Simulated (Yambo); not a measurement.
```
CELL_PARAMETERS angstrom
      0.00000     2.48817     2.48817
      2.48817     0.00000     2.48817
      2.48817     2.48817     0.00000
ATOMIC_POSITIONS crystal
  Be 0.00000 0.00000 0.00000
  Se 0.75000 0.75000 0.75000
```

Response from Yambo on norm-conserving PBEsol (Quantum ESPRESSO, 88 Ry, without SOC) bands: 18×18×18 mesh, 27 bands, 4 Ry local-field block, 0.2 eV broadening.

### Question
Give the static electronic dielectric constant without and with local fields.

### Answer
```json
[
 {"field along": "x", "ε(0), independent particles": "6.78", "ε(0), RPA with local fields": "5.94", "refractive index √ε": "2.44"}
]
```
Electronic (clamped-ion) response only. PBEsol gaps are usually too small, which raises these values. Convergence of the RPA response with its 18×18×18 mesh was not tested.

Geometry strained from the cell relaxed with PBEsol, atoms relaxed again.
